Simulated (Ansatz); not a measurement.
All numbers below come from DFT PBE, scalar-relativistic, plane waves, PAW in Ansatz. Settings: cutoff 420 eV, Γ-centred meshes spaced at most about 0.3 Å⁻¹, and about 0.25 Å⁻¹ or finer for metals (2π included), Gaussian smearing. No spin polarisation in the final relaxations.

Temperature and zero-point effects are left out. All come from trial cells, and lower structures may exist.

**Question.** These unrelaxed guesses for CsCu are each relaxed within their symmetry. Order them by the energy at which they end, lowest first.
A.

```cif
data_structure
_symmetry_space_group_name_H-M 'P-3m1'
_symmetry_Int_Tables_number 164
_cell_length_a 4.7657
_cell_length_b 4.7657
_cell_length_c 13.6545
_cell_angle_alpha 90.000
_cell_angle_beta 90.000
_cell_angle_gamma 120.000
_cell_volume 268.57
loop_
_atom_site_label
_atom_site_type_symbol
_atom_site_symmetry_multiplicity
_atom_site_Wyckoff_symbol
_atom_site_fract_x
_atom_site_fract_y
_atom_site_fract_z
_atom_site_occupancy
Cs1 Cs 2 d 0.33333 0.66667 0.32628 1
Cu1 Cu 2 d 0.33333 0.66667 0.90402 1
```

B.

```cif
data_structure
_symmetry_space_group_name_H-M 'P-6m2'
_symmetry_Int_Tables_number 187
_cell_length_a 4.8979
_cell_length_b 4.8979
_cell_length_c 6.4637
_cell_angle_alpha 90.000
_cell_angle_beta 90.000
_cell_angle_gamma 120.000
_cell_volume 134.29
loop_
_atom_site_label
_atom_site_type_symbol
_atom_site_symmetry_multiplicity
_atom_site_Wyckoff_symbol
_atom_site_fract_x
_atom_site_fract_y
_atom_site_fract_z
_atom_site_occupancy
Cs1 Cs 1 b 0.00000 0.00000 0.50000 1
Cu1 Cu 1 e 0.66667 0.33333 0.00000 1
```

**Answer.** A (ends in P-3m1, 0 meV/atom), B (ends in P-6m2, tungsten carbide type, 42 meV/atom). Even the lowest end lies +0.46 eV/atom against the elements.

Cells relaxed within their symmetry can be saddle points. Some candidate types were left out of the draw beforehand, so a known form may be missing.
